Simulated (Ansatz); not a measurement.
Ti2O:
```xyz
3
Lattice="2.9529 0.0000 0.0000 -1.4765 2.5573 0.0000 0.0000 0.0000 4.7230" Properties=species:S:1:pos:R:3 pbc="T T T"
Ti     0.0000     1.7049     3.4815
Ti     1.4765     0.8524     1.2415
O      0.0000     0.0000     0.0000
```

Relaxed with PBEsol. Special points in fractions of this cell's reciprocal vectors: Γ (0.000, 0.000, 0.000); M (0.500, 0.000, 0.000); K (0.333, 0.333, 0.000); A (0.000, 0.000, 0.500); L (0.500, 0.000, 0.500); H (0.333, 0.333, 0.500).

List the band energies nearest the Fermi level at these points for plane-wave PAW PBEsol (Ansatz code).

In eV from the Fermi level; about four levels below and three above (degenerate sets whole), none deeper than 8.9 eV; points with the same levels are listed once.

```tsv
k	below	above
Γ	-6.36 -6.36 -3.65 -0.02	0.20 0.57 0.57
M	-6.75 -2.69 -1.30 -0.51	1.32 1.78 2.91 2.92
K	-6.98 -1.81 -1.25 -1.25	1.60 1.60 2.33
A	-6.42 -6.42 -1.76 -1.57	0.08 0.08 1.29
L	-1.69 -1.23 -0.60 -0.16	1.09 2.68 2.89
H	-7.06 -1.27 -0.74 -0.74	1.08 1.08 1.33
```

Space group P-3m1 (anti-CdI2 type). The first step of the workflow began from a Materials Project structure, measured or hypothetical; the Crystallography Open Database files this formula in space group No. 164, but the cells were not matched. Its standing as an ambient phase is unchecked. The cell was relaxed with PBEsol under the symmetry of its start; of distortions, only those at the zone centre were tested. No spin polarisation was allowed. Without spin polarisation and U, an open-shell compound can come out a false metal.

Potentials: the later of the program's two PAW sets.
